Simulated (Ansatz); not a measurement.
# TiO2: the gap under pressure

TiO2, Pbcn, a = 4.545 Å, b = 5.514 Å, c = 4.894 Å. This isn't the usual stable structure of the compound. Ansatz: r2SCAN, PAW, 500 eV, Γ-centred 6×4×6 mesh on 12 atoms, Gaussian smearing 0.02 eV; no spin polarisation. Cell and atoms are relaxed at each pressure, and no other structure is tried, so the rows at high pressure may lie past a change of phase. The gap is sought over the whole zone. The pressures are the targets, met within 0.03 GPa.

| P (GPa) | gap y (eV) |
| --- | --- |
| -1.0 | 3.034 |
| 0.0 | ? |
| 1.0 | 3.058 |
| 4.0 | 3.101 |
| 12.0 | 3.209 |
| 25.0 | 3.326 |

**Question.** Fit y = E0 + αP + βP² to the other rows and predict the missing gap.

**Answer.** Least squares on the rows shown. y = 3.0456 + 0.015343 P − 0.00016420 P². So α = 15.3 meV/GPa, but the rows at 0 and 1 GPa alone give 12 meV/GPa, so the parabola doesn't give the slope at zero pressure. With a term in P³ added, the coefficient of P becomes 0.01300, 15 % less, which shows how far this figure hangs on the form. At P = 0.0 the fit asked for gives 3.046 eV. The run gave 3.046 eV, the same to the digits shown. Note that among the fitted rows a band edge sits at another point of the zone at 25 GPa than at zero pressure, so one curve spans more than one gap.

Semilocal functionals give gaps under the measured ones; changes of the gap mostly carry over better.

Cost: 6 runs of about 10 core-minutes in all, on AMD EPYC 9R45 (Zen 5) (shared hosts).